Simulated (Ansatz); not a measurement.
LiTaO$_{3}$ (LiNbO3 type, space group R3c)

```yaml
crystal:
  lattice:
    - [2.56950, 1.48350, 4.58828]
    - [-2.56950, 1.48350, 4.58828]
    - [0.00000, -2.96700, 4.58828]
  atoms:
    - { symbol: Li, position: [0.70537, 0.70537, 0.70537] }
    - { symbol: Li, position: [0.20537, 0.20537, 0.20537] }
    - { symbol: Ta, position: [0.98855, 0.98855, 0.98855] }
    - { symbol: Ta, position: [0.48855, 0.48855, 0.48855] }
    - { symbol: O, position: [0.62306, 0.87031, 0.26242] }
    - { symbol: O, position: [0.87031, 0.26242, 0.62306] }
    - { symbol: O, position: [0.26242, 0.62306, 0.87031] }
    - { symbol: O, position: [0.76242, 0.37031, 0.12306] }
    - { symbol: O, position: [0.37031, 0.12306, 0.76242] }
    - { symbol: O, position: [0.12306, 0.76242, 0.37031] }
```

The slice is a (-1 1 0 4) plane (indices of the conventional cell) through the point (0.123, 0.762, 0.370) (fractional), spanned by u = [1 0 -1] and v = [1 -1 1] in vectors of this cell: u (5.14 Å) and v (7.50 Å, at 90° to u). It covers one period; positions are fractions (u, v).

These are PBEsol (plane waves to 420 eV, PAW, scalar-relativistic; Ansatz, an electronic-structure program) values and carry that method's errors. k mesh 8×8×8. These are valence fields of a PAW run, semicore shells included where kept as valence: close to a nucleus they are smooth pseudo fields. LiTaO3 is run without spin polarisation. LiTaO3 was relaxed with its symmetry unable to fall. Spin-orbit coupling is left out, though Ta is heavy. The PAW data are Ansatz's earlier set.

Question: Around which element is the density of the lowest conduction band (whole band as if filled, smooth part) largest on this plane?

Answer: Ta. Mean over a disc round each atom, of radius 0.45 times the shortest bond: Ta 0.097, O 0.010 e/Å³.

Question: Around which element is the density of the highest valence band (whole band, smooth part) largest on this plane?

Answer: O. Mean over a disc round each atom, of radius 0.45 times the shortest bond: O 0.039, Ta 0.003 e/Å³.

Question: Sketch the electron localisation function (ELF) on this plane as a map.

Answer: 
| v \ u | 0.00 | 0.11 | 0.21 | 0.32 | 0.42 | 0.53 | 0.63 | 0.74 | 0.84 | 0.95 |
|---|---|---|---|---|---|---|---|---|---|---|
| 0.86 | 0.17 | 0.34 | 0.18 | 0.18 | 0.56 | 0.35 | 0.03 | 0.02 | 0.11 | 0.20 |
| 0.71 | 0.74 | x | 0.77 | 0.17 | 0.12 | 0.06 | 0.04 | 0.34 | 0.32 | 0.26 |
| 0.57 | 0.10 | 0.53 | 0.80 | 0.82 | 0.61 | 0.04 | 0.02 | 0.12 | 0.14 | 0.06 |
| 0.43 | 0.08 | 0.60 | 0.82 | 0.83 | 0.58 | 0.02 | 0.10 | 0.05 | 0.27 | 0.08 |
| 0.29 | 0.68 | x | 0.77 | 0.12 | 0.15 | 0.09 | 0.05 | 0.38 | 0.40 | 0.20 |
| 0.14 | 0.21 | 0.57 | 0.44 | 0.10 | 0.39 | 0.37 | 0.06 | 0.02 | 0.12 | 0.18 |
| 0.00 | x | 0.79 | 0.44 | 0.03 | 0.03 | 0.01 | 0.08 | 0.04 | 0.81 | x |

Values: electron localisation function (ELF). Points within 0.4 Å of a nucleus are blanked (x), as the pseudised field means little there.
